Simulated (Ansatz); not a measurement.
MgO:
Space group P4₂/mnm (No. 136); a = b = 5.502 Å, c = 3.268 Å, α = β = γ = 90.00°

```tsv
atom	site	symmetry	x	y	z
Mg	4g	m.2m	0.1791	0.1791	0.5000
O	4f	m.2m	0.3163	0.3163	0.0000
```

Relaxed with r²SCAN.

### Question
Tabulate the valence density and the electron localisation function along the shortest Mg–Mg contact (2.79 Å), plane-wave PAW r²SCAN (Ansatz code).

### Answer


| distance from Mg (Å) | density (e/Å³) | ELF |
|---|---|---|
| 0.28 | 17.83 | 0.21 |
| 0.42 | 8.54 | 0.32 |
| 0.56 | 2.65 | 0.32 |
| 0.70 | 0.53 | 0.14 |
| 0.84 | 0.20 | 0.04 |
| 0.98 | 0.15 | 0.03 |
| 1.11 | 0.14 | 0.06 |
| 1.25 | 0.14 | 0.07 |
| 1.39 | 0.14 | 0.08 |
| 1.53 | 0.14 | 0.07 |
| 1.67 | 0.14 | 0.06 |
| 1.81 | 0.15 | 0.03 |
| 1.95 | 0.20 | 0.04 |
| 2.09 | 0.53 | 0.14 |
| 2.23 | 2.65 | 0.32 |
| 2.37 | 8.54 | 0.32 |
| 2.51 | 17.83 | 0.21 |

The density is the valence pseudo-density with augmentation charge, so density and ELF within about 1 Å of a nucleus are not all-electron values.

Space group P4_2/mnm. The start of the workflow was typed in or built on a structure type; neither database checked (COD, Materials Project) lists it. It is not the phase usual at ambient conditions (space group No. 225). The r²SCAN relaxation kept the symmetry of its start; its stability against distortions is not shown here.

Potentials: the earlier of the program's two PAW sets.
